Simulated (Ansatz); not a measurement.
**Thermal properties of Al₄CoNi₃ from its phonons**

Computed with Ansatz 0.2.0, DFT PBE, scalar-relativistic, plane waves, PAW. Cutoff 420 eV, 10×10×8 k-points (Γ-centred), Gaussian smearing of 0.20 eV. Collinear spin, site moments 0.0, 0.0, 0.0, 0.0, 0.0, 0.1, 0.1, 0.5 μB. Phonons by linear response, acoustic sum rule imposed.

Relaxed structure:
```cif
data_structure
_symmetry_space_group_name_H-M 'P4/mmm'
_symmetry_Int_Tables_number 123
_cell_length_a 4.0829
_cell_length_b 4.0829
_cell_length_c 5.7683
_cell_angle_alpha 90.000
_cell_angle_beta 90.000
_cell_angle_gamma 90.000
_cell_volume 96.16
loop_
_atom_site_label
_atom_site_type_symbol
_atom_site_symmetry_multiplicity
_atom_site_Wyckoff_symbol
_atom_site_fract_x
_atom_site_fract_y
_atom_site_fract_z
_atom_site_occupancy
Al1 Al 4 i 0.00000 0.50000 0.74851 1
Ni1 Ni 1 a 0.00000 0.00000 0.00000 1
Ni2 Ni 1 b 0.00000 0.00000 0.50000 1
Ni3 Ni 1 c 0.50000 0.50000 0.00000 1
Co1 Co 1 d 0.50000 0.50000 0.50000 1
```

The structure comes from a generated guess, relaxed at this level; another structure or a mixture of phases may lie lower. In a metal, frequencies and elastic constants depend on the k mesh and the smearing, soft modes and shear constants most. Some empty bands missed the eigensolver's threshold. The q mesh is coarse, so values between its points are rough.

Force constants from linear response on a 2×2×1 q mesh, interpolated to a fine mesh.

Phonon density of states, in bins of 10 cm⁻¹:
| bin centre (cm⁻¹) | share of modes (%) |
| --- | --- |
| 5 | 0.0 |
| 15 | 0.0 |
| 25 | 0.0 |
| 35 | 0.1 |
| 45 | 0.2 |
| 55 | 0.2 |
| 65 | 0.4 |
| 75 | 0.5 |
| 85 | 0.8 |
| 95 | 1.1 |
| 105 | 1.4 |
| 115 | 1.7 |
| 125 | 2.8 |
| 135 | 5.0 |
| 145 | 6.4 |
| 155 | 5.7 |
| 165 | 6.8 |
| 175 | 7.7 |
| 185 | 5.9 |
| 195 | 2.5 |
| 205 | 0.6 |
| 215 | 0.1 |
| 225 | 0.0 |
| 235 | 0.0 |
| 245 | 0.0 |
| 255 | 0.5 |
| 265 | 4.5 |
| 275 | 6.9 |
| 285 | 4.4 |
| 295 | 4.1 |
| 305 | 3.4 |
| 315 | 3.0 |
| 325 | 3.7 |
| 335 | 6.0 |
| 345 | 7.7 |
| 355 | 4.9 |
| 365 | 1.0 |

**Question.** What is the zero-point energy per atom?

**Answer.** 43.2 meV.

**Question.** How large are the vibrational entropy and heat capacity at 300 K?

**Answer.** S = 3.07 k_B and C_V = 2.68 k_B per atom, 89 % of the Dulong–Petit value.

**Question.** Tabulate them against temperature.

**Answer.**
```csv
T (K),F_vib (meV/atom),S (k_B/atom),C_V (k_B/atom)
100,41.3,0.73,1.37
200,29.2,2.05,2.35
300,6.9,3.07,2.68
400,-23.1,3.87,2.81
500,-59.3,4.50,2.88
600,-100.4,5.03,2.91
700,-145.7,5.48,2.94
800,-194.7,5.87,2.95
900,-246.8,6.22,2.96
1000,-301.8,6.53,2.97
```
